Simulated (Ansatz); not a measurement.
According to plane-wave PAW PBE (Ansatz code), Al$_{3}$GaAs$_{4}$ in the tetragonal phase (P-4m2; Pearson symbol tP8) relaxes to a = 4.056 Å, c = 11.452 Å. Ga has 4 nearest neighbours from 2.49 Å (tetrahedral); As on 2g has 4 nearest neighbours from 2.48 Å (tetrahedral); Al on 2f has 4 nearest neighbours from 2.48 Å (tetrahedral); As on 2g has 4 nearest neighbours from 2.48 Å (tetrahedral). Its formation energy from the elements is -0.45 eV/atom, with no fitted shifts.

The Kohn–Sham gap is 1.27 eV (direct). The valence maximum lies at Γ and the conduction minimum at Γ. Gap from PBE with spin–orbit coupling: 1.17 eV. The electron mass is 0.084, 0.084, 0.10 mₑ (principal values).

The bulk modulus is 65.5 GPa.

The start of the workflow was typed in or built on a structure type; neither database checked (COD, Materials Project) lists it. Its standing as an ambient phase is unchecked. The cell was relaxed with PBE under the symmetry of its start; its stability against distortions is not shown here. The references are the lowest solids computed at this level, not always the standard phases. Spin–orbit coupling is left out wherever it is not named.

Potentials: the earlier of the program's two PAW sets.
